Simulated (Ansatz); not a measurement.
KTaO$_{3}$ (cubic perovskite)

```
KTaO3
1.0
    3.98419     0.00000     0.00000
    0.00000     3.98419     0.00000
    0.00000     0.00000     3.98419
K Ta O
1 1 3
Direct
  0.00000   0.00000   0.00000
  0.50000   0.50000   0.50000
  0.00000   0.50000   0.50000
  0.50000   0.50000   0.00000
  0.50000   0.00000   0.50000
```

The relaxed cell is deformed in two ways at once: its volume V is scaled, and at that volume it is stretched along z (the c axis of the conventional cell) so that c/a changes. Fractional atomic positions are held.

Computed with PBEsol (plane waves to 420 eV, PAW, scalar-relativistic; Ansatz, a first-principles code). k mesh 8×8×8 (Γ-centred), Fermi-Dirac smearing 0.05 eV. Energies are smeared free energies. KTaO3 is run without spin polarisation. KTaO3 was relaxed with its symmetry unable to fall. Spin-orbit coupling is left out, though Ta is heavy. The PAW data are Ansatz's earlier set.

Changes of ΔE (meV/atom) from the point V/V₀ = 1.000, (c/a)/(c/a)₀ = 1.000 when one coordinate moves alone (two changes are said to add if the coupling is within 5 % of the smaller one, nearly so within 20 %):

```tsv
point	change
V/V₀ = 1.000, (c/a)/(c/a)₀ = 0.880	186.04
V/V₀ = 1.000, (c/a)/(c/a)₀ = 0.940	40.39
V/V₀ = 0.920, (c/a)/(c/a)₀ = 1.000	59.84
V/V₀ = 0.960, (c/a)/(c/a)₀ = 1.000	13.85
V/V₀ = 1.040, (c/a)/(c/a)₀ = 1.000	11.98
V/V₀ = 1.080, (c/a)/(c/a)₀ = 1.000	44.67
V/V₀ = 1.000, (c/a)/(c/a)₀ = 1.060	32.01
V/V₀ = 1.000, (c/a)/(c/a)₀ = 1.120	116.55
```

**Question.** What is the change at V/V₀ = 1.080, (c/a)/(c/a)₀ = 1.120, where both move, and how far is it from the sum?

**Answer.** The sum of the single changes is 44.67 + (116.55) = 161.22; the calculation gives 133.82, so the coupling contributes -27.40 (over 20 % of the smaller single change, not additive).

**Question.** Do the two effects add at V/V₀ = 0.960, (c/a)/(c/a)₀ = 1.120? Give the computed change.

**Answer.** The sum of the single changes is 13.85 + (116.55) = 130.40; the calculation gives 146.48, so the coupling contributes 16.08 (over 20 % of the smaller single change, not additive).

**Question.** Do the two effects add at V/V₀ = 0.920, (c/a)/(c/a)₀ = 1.060? Give the computed change.

**Answer.** The sum of the single changes is 59.84 + (32.01) = 91.85; the calculation gives 100.99, so the coupling contributes 9.14 (over 20 % of the smaller single change, not additive).

(A scan under strain: stresses follow from slopes of the energy per volume, elastic moduli from its curvatures.)
